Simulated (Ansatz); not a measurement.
Relaxed-ion elastic tensor of Si in space group P6_422 (No. 181; Si on 3c) in GPa (Voigt order), DFT-PBEsol in the program Ansatz with PAW potentials; density 2.63 g/cm³, 17.73 Å³ per atom.

```
 191  55.5  67.9   0.0   0.0   0.0
55.5   191  67.9   0.0   0.0   0.0
67.9  67.9   162   0.0   0.0   0.0
 0.0   0.0   0.0  76.0   0.0   0.0
 0.0   0.0   0.0   0.0  76.0   0.0
 0.0   0.0   0.0   0.0   0.0  67.6
```

Q: Is the crystal mechanically stable?

A: Yes: the smallest eigenvalue of C is 67.6 GPa.

Q: Work out the Voigt, Reuss and Hill averages.

A: K_V = 103, K_R = 103, K_H = 103; G_V = 67.4, G_R = 65.8, G_H = 66.6 GPa.

Q: Give Young's modulus, Poisson's ratio, Pugh's ratio and the universal anisotropy index.

A: E = 9KG/(3K + G) = 164 GPa; ν = 0.23; K/G = 1.54 (brittle by the Pugh limit of 1.75); A_U = 5G_V/G_R + K_V/K_R − 6 = 0.13.

Q: Estimate the sound speeds and the Debye temperature.

A: v_l = √((K + 4G/3)/ρ) = 8530 m/s, v_t = √(G/ρ) = 5030 m/s, mean 5580 m/s; Θ = (h/k)(3n/4πV)^(1/3) v_m = 637 K.

Q: Solve the Christoffel equation for the three sound speeds along x, y, z.

A: Eigenvalues of C_ijkl n_j n_l equal ρv². In km/s, slowest first: x 5.07, 5.38, 8.52; y 5.07, 5.38, 8.52; z 5.38, 5.38, 7.85.

Q: How much does each axis shrink under pressure?

A: Linear compressibilities β_i = Σ_j S_ij (j = 1 to 3): x 3.1, y 3.1, z 3.6 per TPa.

The start of the workflow was typed in or built on a structure type; neither database checked (COD, Materials Project) lists it. It is not the phase usual at ambient conditions (space group No. 227). The PBEsol relaxation kept the symmetry of its start; of distortions, only those at the zone centre were tested. As this level gives no gap, shear constants depend on the k-mesh and smearing (Fermi–Dirac, 0.1 eV here).

Potentials: the later of the program's two PAW sets.
